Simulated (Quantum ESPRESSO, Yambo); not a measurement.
RbHgF₃ (cubic perovskite, space group Pm-3m, No. 221). The geometry is that of Materials Project entry mp-7482, symmetrised and not relaxed again. Chain: PBEsol (Quantum ESPRESSO, PseudoDojo norm-conserving, 84 Ry, with spin-orbit coupling); G0W0 in Yambo (2×2×2 Γ-centred k mesh, bands 9 to 286 and a 7 Ry block in the screening, 286 bands in G with the Bruneval-Gonze terminator, plasmon pole fitted at 27.2 eV); BSE (4×4×4 mesh, 28 valence and 4 conduction bands, static screening with 120 bands and a 3 Ry block, scissor 2.40 eV, Tamm-Dancoff).

| Quantity | Value |
|---|---|
| PBEsol gap (dense path) | 0.35 eV |
| PBEsol gap R → Γ on the GW mesh | 0.35 eV |
| PBEsol smallest direct gap on the GW mesh, at Γ | 2.85 eV |
| G0W0 direct gap at that point | 5.26 eV |
| G0W0 correction to the gap R → Γ | 1.88 eV |
| direct gap on the BSE mesh, with the scissor | 5.26 eV |
| first BSE state allowed for light along x | 4.54 eV |
| lowest BSE state | 4.02 eV |
| binding of the lowest exciton | 1.23 eV |

Rough cost of the Yambo steps against G0W0 for 11 states: BSE about 3×.

Nearest settings tried, and what they do to the gap: 120 bands in G: +49 meV; 6 Ry block (179 vectors against 251): -3 meV. Not varied: bands in W, mesh. So the settings aren't converged at that level. The k mesh is coarse. The BSE states are vertical excitations (zero momentum); the indirect quasiparticle gap, about 2.22 eV, is smaller than the direct one (5.26 eV on the GW mesh). Convergence of the binding with the mesh was not shown.

The cell is held in this high symmetry; tilts and polar distortions were not searched.
